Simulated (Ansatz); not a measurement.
A geometry of HgTe away from equilibrium: the start of the relaxation of a relaxed HgTe cell displaced along its unstable phonon at q = (½, 0, 0) of its primitive reciprocal cell (28i cm⁻¹), largest move 0.15 Å. Level of theory: PBE (plane waves to 420 eV, PAW, scalar-relativistic; Ansatz, an electronic-structure program). Γ-centred k-mesh 9×9×5 on the run's cell (coarser than for final values), Fermi–Dirac smearing 0.05 eV.

```xyz
8
Lattice="8.5445 0.0000 0.0000 -2.1361 3.6999 0.0000 0.0000 0.0000 7.4498" Properties=species:S:1:pos:R:3 pbc="T T T"
Hg     0.0000     0.0000     0.0000
Hg     4.2723     0.0000     0.0000
Hg     0.0000     0.0000     3.7249
Hg     4.2723     0.0000     3.7249
Te     0.0000     2.4666     1.7125
Te     4.2723     2.4666     2.0125
Te     2.1361     1.2333     5.4374
Te     6.4084     1.2333     5.7374
```

Which atoms carry the largest force, and which way does it point?

0.11 eV/Å, on Te5, Te6, Te7, Te8 (atoms numbered as listed); on Te6 its components are (0.09, 0.05, 0.00).

What is the pressure?

+0.4 GPa, compression positive.

How much energy per atom can still be gained by relaxing?

0.05 eV/atom; the path ends in Pnnm (No. 58).

No spin polarisation in the result.

The run could not lose the symmetry of its start, so the end can be a saddle point.

The end of the path is a generated cell of HgTe: the first start was made by placing the elements on the sites of a structure type, and the end was not matched to a known phase here, so it may be hypothetical. Known forms of HgTe include space group No. 216.
